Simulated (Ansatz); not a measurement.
Moving the pressure in MnPt2

The cell as given:

```
Pt Mn
1.0
     2.85840    0.00000    0.00000
    -1.42920    2.47545    0.00000
     0.00000    0.00000    6.53250
Pt Mn
2 1
Direct
  0.66667 0.33333 0.31621
  0.33333 0.66667 0.68379
  0.00000 0.00000 0.00000
```

The cell comes from a database or a generator and needn't be the stable form of this composition.

Kept alike: task relaxation of cell and atoms; functional PBEsol; k mesh 11 × 11 × 4; occupations fermi-dirac, width 0.05 eV; collinear spin, ferromagnetic start. Program: Ansatz, Ansatz PAW, cutoff 420 eV. The mesh is that of the run's cell of 3 atoms. No spin-orbit coupling.

| pressure, P (GPa) | volume (Å³/atom) | first edge of the run's cell (Å) | third edge of the run's cell (Å) | largest site moment (μB) |
| --- | --- | --- | --- | --- |
| 0 | 14.536 | 2.774 | 6.546 | 3.47 |
| 2 | 14.381 | 2.761 | 6.533 | 3.40 |
| 5 | 14.156 | 2.743 | 6.516 | 3.30 |
| 10 | 13.819 | 2.717 | 6.486 | 3.10 |
| 20 | 13.218 | 2.671 | 6.420 | 2.58 |

The relaxations keep at least the cell's symmetry (P-3m1). For a metal such a mesh leaves the last digits unconverged. Runs of this series that gave no sound value for these columns are left out. The runs follow the start's structure, whether or not it is the stable one at these pressures. The runs hold the magnetic state that their start led to, which needn't be the lowest. Site moments count inside each atom's sphere or projector. All rows use potentials made for PBE.

The volume falls from 14.536 to 13.218 Å³/atom between 0 and 20 GPa. The volume falls ever more slowly, since the solid stiffens under load. At the pressures aimed at, which the runs meet within some tenths of a GPa, the step from 0 to 5 GPa gives a mean bulk modulus near 189 GPa, the last step 225 GPa. The first edge of the run's cell falls from 2.774 to 2.671 Å between 0 and 20 GPa. The third edge of the run's cell falls from 6.546 to 6.420 Å between 0 and 20 GPa. The largest site moment falls from 3.47 to 2.58 μB between 0 and 20 GPa.
